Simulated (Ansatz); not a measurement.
BP:
```yaml
crystal:
  lattice:
    - [3.19078, 0.00000, 0.00000]
    - [-1.59539, 2.76329, 0.00000]
    - [0.00000, 0.00000, 5.29543]
  atoms:
    - { symbol: B, position: [0.66667, 0.33333, 0.50043] }
    - { symbol: B, position: [0.33333, 0.66667, 0.00043] }
    - { symbol: P, position: [0.66667, 0.33333, 0.87457] }
    - { symbol: P, position: [0.33333, 0.66667, 0.37457] }
```

Relaxed with r²SCAN.

Q: Map the valence electron density (e/Å³), cut off at 0.7 on the plane through (0.667, 0.333, 0.500) spanned by u = [0, 0, 1] and v = [1, -1, 0] in lattice vectors, from the program Ansatz at the r²SCAN level (PAW).

A: x is the fraction of u, y of v (the angle between them is 90°; rows are the nearest grid lines); atoms in the plane: B at (0.00, 0.00), B at (0.50, 0.67), P at (0.37, 0.00), P at (0.87, 0.67).
```
y \ x   0.000  0.0769  0.192  0.269  0.346  0.462  0.538  0.654  0.731  0.808  0.923   1.00
------  -----  ------  -----  -----  -----  -----  -----  -----  -----  -----  -----  -----
1.00    0.309   0.700  0.700  0.700  0.095  0.430  0.434  0.093  0.089  0.226  0.608  0.309
0.929   0.700   0.666  0.663  0.700  0.468  0.700  0.456  0.108  0.110  0.259  0.700  0.700
0.857   0.700   0.438  0.316  0.464  0.700  0.700  0.502  0.185  0.213  0.413  0.700  0.700
0.786   0.700   0.308  0.138  0.231  0.500  0.700  0.643  0.396  0.480  0.660  0.700  0.700
0.679   0.549   0.267  0.076  0.137  0.365  0.480  0.500  0.700  0.700  0.409  0.194  0.549
0.607   0.588   0.257  0.079  0.141  0.361  0.669  0.616  0.673  0.700  0.516  0.447  0.588
0.536   0.444   0.194  0.077  0.130  0.284  0.505  0.419  0.318  0.386  0.493  0.619  0.444
0.464   0.206   0.109  0.061  0.093  0.166  0.228  0.174  0.114  0.137  0.205  0.280  0.206
0.393   0.088   0.056  0.041  0.057  0.086  0.099  0.073  0.044  0.051  0.077  0.107  0.088
0.321   0.064   0.044  0.034  0.046  0.066  0.072  0.054  0.033  0.038  0.055  0.076  0.064
0.214   0.177   0.122  0.099  0.139  0.207  0.216  0.134  0.059  0.066  0.115  0.198  0.177
0.143   0.423   0.315  0.288  0.386  0.501  0.514  0.277  0.083  0.089  0.184  0.424  0.423
0.0714  0.633   0.628  0.656  0.700  0.383  0.639  0.413  0.095  0.094  0.226  0.653  0.633
0.000   0.309   0.700  0.700  0.700  0.095  0.430  0.434  0.093  0.089  0.226  0.608  0.309
```

The density is the valence pseudo-density with augmentation charge, so density and ELF within about 1 Å of a nucleus are not all-electron values.

Space group P6_3mc (wurtzite). The first step of the workflow began from a Materials Project structure, measured or hypothetical; the Crystallography Open Database copy checked does not list it. It is not the phase usual at ambient conditions (space group No. 216). Symmetry was held in the r²SCAN relaxation; phonons on a q-mesh show no instability.

Potentials: the earlier of the program's two PAW sets.
